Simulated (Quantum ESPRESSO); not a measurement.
```cif
data_CsF3Hg
_chemical_formula_sum 'F3 Cs1 Hg1'
_space_group_name_H-M_alt 'Pm-3m'
_space_group_IT_number 221
_space_group_name_Hall '-P 4 2 3'
_cell_length_a 4.59545
_cell_length_b 4.59545
_cell_length_c 4.59545
_cell_angle_alpha 90.000
_cell_angle_beta 90.000
_cell_angle_gamma 90.000
loop_
_atom_site_label
_atom_site_type_symbol
_atom_site_symmetry_multiplicity
_atom_site_Wyckoff_symbol
_atom_site_fract_x
_atom_site_fract_y
_atom_site_fract_z
_atom_site_occupancy
F1 F 3 c 0.00000 0.50000 0.50000 1
Cs1 Cs 1 a 0.00000 0.00000 0.00000 1
Hg1 Hg 1 b 0.50000 0.50000 0.50000 1
```

The geometry is that of Materials Project entry mp-561947, symmetrised and not relaxed again.

Question: What does norm-conserving LDA (Quantum ESPRESSO, 84 Ry, no spin-orbit coupling) give for the electronic structure near the Fermi level?

Answer: The LDA gap is indirect, 0.45 eV, from R to Γ; the smallest direct gap is 2.48 eV. Without spin-orbit coupling, band edges of such heavy elements can be off by tenths of an eV. The cell is held in this high symmetry; tilts and polar distortions were not searched.
